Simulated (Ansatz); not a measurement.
CdGaO₃:
```
CELL_PARAMETERS angstrom
      3.44170     0.00000     0.00000
      0.00000     3.44170     0.00000
      0.00000     0.00000     5.07611
ATOMIC_POSITIONS crystal
  Ga 0.50000 0.50000 0.62618
  Cd 0.00000 0.00000 0.14171
  O  0.00000 0.50000 0.46921
  O  0.50000 0.00000 0.46921
  O  0.50000 0.50000 0.98389
```

Relaxed with r²SCAN+D4.

Question: Give the Bader charges and basin volumes of the independent atoms, plane-wave PAW r²SCAN+D4 (Ansatz code).

Answer: 

| atom | Bader charge (e) | Bader volume (Å³) |
|---|---|---|
| Ga1 | +1.96 | 7.9 |
| Cd2 | +1.36 | 14.8 |
| O3 | -1.03 | 11.5 |
| O5 | -1.26 | 14.5 |

Space group P4mm. The start of the workflow was typed in or built on a structure type; neither database checked (COD, Materials Project) lists it. Its standing as an ambient phase is unchecked. Symmetry was held in the r²SCAN+D4 relaxation; its stability against distortions is not shown here.

Potentials: the later of the program's two PAW sets.
